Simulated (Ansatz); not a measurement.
Crystals of one structure type (zinc blende) and one family of elements, relaxed and computed with plane-wave PAW PBEsol (Ansatz code); HSE06 gaps on those cells.

```
crystal  gap (eV)  HSE06 gap (eV)
-------  --------  --------------
GaAs         0.42            1.40
InP          0.56            1.44
BAs          1.08            1.82
BP           1.11               ?
AlAs         1.34            2.09
GaP          1.45            2.25
BN           4.29            5.79
```

**Question.** Fit a straight line to E_g(HSE06) against E_g and predict the withheld value.

**Answer.** Least squares on the 6 shown rows: E_g(HSE06) = 1.169 × E_g + (0.684), with a scatter of 0.15. For BP this gives 1.98. The run itself gave 1.94, a miss of 0.04.

All cells were relaxed under the symmetry of their starts (and spin orders); stability against distortions was not tested throughout. Spin–orbit coupling is left out wherever it is not named.

Potentials: the earlier of the program's two PAW sets. The files were generated under PBE; for other functionals the program regenerates the frozen cores, and for LDA and PBEsol the local potential too.
